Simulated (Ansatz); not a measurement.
CaO:
```yaml
crystal:
  lattice:
    - [0.00000, 2.41545, 2.41545]
    - [2.41545, 0.00000, 2.41545]
    - [2.41545, 2.41545, 0.00000]
  atoms:
    - { symbol: Ca, position: [0.00000, 0.00000, 0.00000] }
    - { symbol: O, position: [0.50000, 0.50000, 0.50000] }
```

Relaxed with PBE.

Problem. Map the electron localisation function on the plane through (0.000, 0.000, 0.000) spanned by u = [1, 0, 0] and v = [0, 1, -1] in lattice vectors, from plane-wave PAW PBE (Ansatz code).

Solution. x is the fraction of u, y of v (the angle between them is 90°; rows are the nearest grid lines); atoms in the plane: Ca at (0.00, 0.00), O at (0.50, 0.50).
```
|%@@@%-      -%@@@%|
|@@@@%:      :%@@@@|
|@@@@*.  ::  .*@@@@|
|@@@#: .-++-. :#@@@|
|%%*: .=#%%#=. :*%%|
|-:. .=%@@@@%=. .:-|
|   .=%@@@@@@%=.   |
|   -#@@%##%@@#-   |
|  :+%@@#--#@@%+:  |
|  :+%@@#--#@@%+:  |
|   -#@@%##%@@#-   |
|   .=%@@@@@@%=.   |
|-:. .=%@@@@%=. .:-|
|%%*: .=#%%#=. :*%%|
|@@@#: .-++-. :#@@@|
|@@@@*.  ::  .*@@@@|
|@@@@%:      :%@@@@|
|%@@@%-      -%@@@%|
```
Scale: ten equal steps from 0.029 (start of ' ') to 0.862 (end of '@'), in the order ' .:-=+*#%@'; x runs from 0.000 to 1.00, y from 0.000 (bottom) to 1.00 (top).

The density is the valence pseudo-density with augmentation charge, so density and ELF within about 1 Å of a nucleus are not all-electron values.

Space group Fm-3m (rock salt). The cell was relaxed with PBE under the symmetry of its start; phonons on a q-mesh show no instability.

Potentials: the later of the program's two PAW sets.
